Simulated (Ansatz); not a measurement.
SiC (4H polytype, P6_3mc) at seven volumes, plane-wave PAW PBEsol (Ansatz code), shape and atoms relaxed at each. One row is withheld.

| V (Å³/atom) | P (GPa) |
|---|---|
| 9.405 | 25.17 |
| 9.715 | ? |
| 10.025 | 7.19 |
| 10.335 | 0.00 |
| 10.645 | -6.21 |
| 10.955 | -11.57 |
| 11.265 | -16.18 |

Question: Fit the shown pressures and predict the withheld one.

Answer: Third-order Birch–Murnaghan: P = (3/2)B₀(x^(7/2) − x^(5/2))[1 + (3/4)(B′ − 4)(x − 1)] with x = (V₀/V)^(2/3). Least squares on the six rows gives V₀ = 10.335 Å³/atom, B₀ = 222.2 GPa, B′ = 3.89. At V = 9.715, x = 1.0421 and P = 15.50 GPa. The run itself gave 15.52 GPa.

The PBEsol relaxation kept the symmetry of its start.

Potentials: the earlier of the program's two PAW sets. The files were generated under PBE; for other functionals the program regenerates the frozen cores, and for LDA and PBEsol the local potential too.
